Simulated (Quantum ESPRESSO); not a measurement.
## GeGaHfO5F (input and log of a self-consistent run)

A calculation, not a measurement. The program is pw.x of Quantum ESPRESSO 7.5 (plane-wave density functional theory). The cell is made up: 9 atoms on a corundum lattice with one site empty, with randomly drawn elements, strain and displacements, not relaxed. PseudoDojo standard norm-conserving files (v0.5 for PBE, v0.4.1 for LDA and PBEsol) set the functional; there is no spin polarisation, spin-orbit coupling or dispersion term, and the masses in the input are unused placeholders.

The hafnium pseudopotential is less sure than the others, with forces about 3 percent (worst 6) and pressure in oxides about 1.5 GPa (worst 2.7) from a second method in checks, which no rerun with the same files tests.

Input:

```
&control calculation='scf', pseudo_dir='./dojo.nc.sr.pbe.v0_5.standard.upf', outdir='./o', disk_io='low', tprnfor=.true., tstress=.true. /
&system ibrav=0, nat=9, ntyp=5, nbnd=44, ecutwfc=84.00895049, nosym=.true., tot_charge=0,
 occupations='smearing', smearing='fd', degauss=0.0018374661
/
&electrons conv_thr=7.350e-09, electron_maxstep=60, /
ATOMIC_SPECIES
F 1.0 F.upf
Ga 1.0 Ga.upf
Ge 1.0 Ge.upf
Hf 1.0 Hf.upf
O 1.0 O.upf
CELL_PARAMETERS angstrom
2.7459 1.5 4.83
-2.6024 1.5302 4.7399
0.0979 -3.1107 4.811
ATOMIC_POSITIONS angstrom
Ge -0.0328 -0.1665 5.0727
Ga 0.1627 -0.0887 9.1907
Hf 0.1973 -0.0803 12.2884
O -0.9575 1.4967 8.3003
F -0.5179 -1.6611 8.2953
O 1.953 0.1693 8.4247
O 1.3066 -1.5235 5.9606
O 0.977 1.6055 6.0084
O -1.7009 -0.1236 5.9318
K_POINTS automatic
5 5 5 1 1 1
```

The log is shortened where brackets say so; the opening notice, blank lines, dates and the lines on written files are dropped, and the path of the files is cut. It prints rydbergs, bohrs and kilobars, and counts compression as positive stress. With no partly filled state, the Fermi energy that it prints is only some level between the filled and the empty states on the mesh, and need not lie in the true gap.

```
     Program PWSCF v.7.5
     Parallel version (MPI & OpenMP), running on       4 processor cores
     Number of MPI processes:                 4
     Threads/MPI process:                     1
     [start-up lines left out]
     bravais-lattice index     =            0
     lattice parameter (alat)  =      10.8752  a.u.
     unit-cell volume          =     800.0444 (a.u.)^3
     number of atoms/cell      =            9
     number of atomic types    =            5
     number of electrons       =        76.00
     number of Kohn-Sham states=           44
     kinetic-energy cutoff     =      84.0090  Ry
     charge density cutoff     =     336.0358  Ry
     scf convergence threshold =      7.3E-09
     mixing beta               =       0.7000
     number of iterations used =            8  plain     mixing
     Exchange-correlation= PBE
                           (   1   4   3   4   0   0   0)
     [axes and pseudopotential details left out]
   Cartesian axes
     site n.     atom                  positions (alat units)
         1        Ge     tau(   1) = (  -0.0056995  -0.0289319   0.8814576  )
         2        Ga     tau(   2) = (   0.0282716  -0.0154130   1.5970218  )
         3        Hf     tau(   3) = (   0.0342838  -0.0139533   2.1352936  )
         4        O      tau(   4) = (  -0.1663800   0.2600741   1.4423015  )
         5        F      tau(   5) = (  -0.0899929  -0.2886410   1.4414327  )
         6        O      tau(   6) = (   0.3393630   0.0294184   1.4639179  )
         7        O      tau(   7) = (   0.2270413  -0.2647310   1.0357436  )
         8        O      tau(   8) = (   0.1697684   0.2789797   1.0440495  )
         9        O      tau(   9) = (  -0.2955569  -0.0214774   1.0307391  )
     number of k points=    63  Fermi-Dirac smearing, width (Ry)=  0.0018
                       cart. coord. in units 2pi/alat
        k(    1) = (  -0.0020193   0.0006649   0.1200906), wk =   0.0320000
        k(    2) = (  -0.0047476  -0.2477249   0.1987813), wk =   0.0320000
     [further k points left out]
     Dense  grid:    83235 G-vectors     FFT dimensions: (  64,  64,  64)
     Estimated max dynamical RAM per process >     250.73 MB
     Estimated total dynamical RAM >     941.96 MB
     Initial potential from superposition of free atoms
     starting charge      75.9946, renormalised to      76.0000
     Starting wfcs are   52 randomized atomic wfcs
     total cpu time spent up to now is       12.9 secs
     per-process dynamical memory:   194.5 Mb
     Self-consistent Calculation
     iteration #  1     ecut=    84.01 Ry     beta= 0.70
     Davidson diagonalization with overlap
     ethr =  1.00E-02,  avg # of iterations =  2.0
     total cpu time spent up to now is       32.6 secs
     total energy              =    -658.01995829 Ry
     estimated scf accuracy    <       2.69920433 Ry
     iteration #  2     ecut=    84.01 Ry     beta= 0.70
     Davidson diagonalization with overlap
     ethr =  3.55E-03,  avg # of iterations =  3.7
     total cpu time spent up to now is       59.0 secs
     total energy              =    -657.40460965 Ry
     estimated scf accuracy    <       9.37391892 Ry
     iteration #  3     ecut=    84.01 Ry     beta= 0.70
     Davidson diagonalization with overlap
     ethr =  3.55E-03,  avg # of iterations =  3.0
     total cpu time spent up to now is       84.6 secs
     total energy              =    -659.35525908 Ry
     estimated scf accuracy    <       0.65864940 Ry
     iteration #  4     ecut=    84.01 Ry     beta= 0.70
     Davidson diagonalization with overlap
     ethr =  8.67E-04,  avg # of iterations =  2.0
     total cpu time spent up to now is      104.3 secs
     total energy              =    -659.41421596 Ry
     estimated scf accuracy    <       0.12054383 Ry
     iteration #  5     ecut=    84.01 Ry     beta= 0.70
     Davidson diagonalization with overlap
     ethr =  1.59E-04,  avg # of iterations =  1.9
     total cpu time spent up to now is      122.8 secs
     total energy              =    -659.39292951 Ry
     estimated scf accuracy    <       0.06563778 Ry
     [iterations 6 to 10 left out]
     iteration # 11     ecut=    84.01 Ry     beta= 0.70
     Davidson diagonalization with overlap
     ethr =  2.73E-08,  avg # of iterations =  2.9
     total cpu time spent up to now is      267.2 secs
     total energy              =    -659.40579500 Ry
     estimated scf accuracy    <       0.00000831 Ry
     iteration # 12     ecut=    84.01 Ry     beta= 0.70
     Davidson diagonalization with overlap
     ethr =  1.09E-08,  avg # of iterations =  2.0
     total cpu time spent up to now is      294.2 secs
     total energy              =    -659.40579605 Ry
     estimated scf accuracy    <       0.00000062 Ry
     iteration # 13     ecut=    84.01 Ry     beta= 0.70
     Davidson diagonalization with overlap
     ethr =  8.19E-10,  avg # of iterations =  4.1
     total cpu time spent up to now is      326.3 secs
     total energy              =    -659.40579623 Ry
     estimated scf accuracy    <       0.00000034 Ry
     iteration # 14     ecut=    84.01 Ry     beta= 0.70
     Davidson diagonalization with overlap
     ethr =  4.44E-10,  avg # of iterations =  2.0
     total cpu time spent up to now is      359.6 secs
     total energy              =    -659.40579628 Ry
     estimated scf accuracy    <       0.00000002 Ry
     iteration # 15     ecut=    84.01 Ry     beta= 0.70
     Davidson diagonalization with overlap
     ethr =  2.27E-11,  avg # of iterations =  3.5
     total cpu time spent up to now is      395.4 secs
     End of self-consistent calculation
          k =-0.0020 0.0007 0.1201 ( 10412 PWs)   bands (ev):
   -55.0782 -23.8060 -23.6261 -23.5873 -17.8743 -17.7595 -17.7512 -17.7387
   -17.6693 -17.4548 -11.1736 -10.0351  -9.6120  -9.4880  -8.6729  -7.1747
    -7.1590  -7.1094  -7.0692  -6.8386  -0.8736  -0.3331   0.8954   1.1144
     1.9199   2.5914   2.9997   3.5627   3.7431   3.9050   4.6918   5.0950
     5.2148   5.3748   6.0106   6.2669   6.5923   6.7592   8.1899  10.3586
    11.0416  11.4531  11.7014  12.9259
     [levels at the other k points left out]
     the Fermi energy is     7.3787 ev
!    total energy              =    -659.40579628 Ry
     estimated scf accuracy    <          1.1E-09 Ry
     smearing contrib. (-TS)   =      -0.00000000 Ry
     internal energy E=F+TS    =    -659.40579628 Ry
     The total energy is F=E-TS. E is the sum of the following terms:
     one-electron contribution =    -265.97086693 Ry
     hartree contribution      =     180.86684404 Ry
     xc contribution           =    -166.39859315 Ry
     ewald contribution        =    -407.90318025 Ry
     convergence has been achieved in  15 iterations
     Forces acting on atoms (cartesian axes, Ry/au):
     atom    1 type  3   force =     0.07930666   -0.01586973    0.06447121
     atom    2 type  2   force =     0.00547659    0.07518067    0.09104286
     atom    3 type  4   force =    -0.04380502   -0.03194003   -0.11110372
     atom    4 type  5   force =     0.03346181   -0.01407930    0.05373590
     atom    5 type  1   force =    -0.03667409    0.00961576   -0.00302237
     atom    6 type  5   force =    -0.00261895   -0.02165974    0.04366993
     atom    7 type  5   force =    -0.00418385    0.04130499   -0.04699200
     atom    8 type  5   force =    -0.09707297    0.00226636   -0.04852061
     atom    9 type  5   force =     0.06610981   -0.04481898   -0.04328120
     Total force =     0.268242     Total SCF correction =     0.000067
     Computing stress (Cartesian axis) and pressure
          total   stress  (Ry/bohr**3)                   (kbar)     P=     -179.47
  -0.00122997   0.00013488   0.00007529         -180.94       19.84       11.08
   0.00013488  -0.00119284  -0.00009065           19.84     -175.47      -13.34
   0.00007529  -0.00009065  -0.00123730           11.08      -13.34     -182.01
     init_run     :     11.83s CPU     12.48s WALL (       1 calls)
     electrons    :    380.13s CPU    382.64s WALL (       1 calls)
     forces       :      3.72s CPU      3.82s WALL (       1 calls)
     stress       :     12.04s CPU     12.05s WALL (       1 calls)
     [timing details left out]
     PWSCF        :   6m48.23s CPU   6m51.74s WALL
     JOB DONE.
```

In other units: free energy -8971.673 eV for the cell, pressure -17.95 GPa, largest force component 2.857 eV/Å. A rerun of the same cell at another strain at a cutoff of 1437 eV and k mesh 7 x 7 x 7 moved values by no more than 0.003 eV in energy, 0.04 GPa in stress and 0.002 eV/Å in force.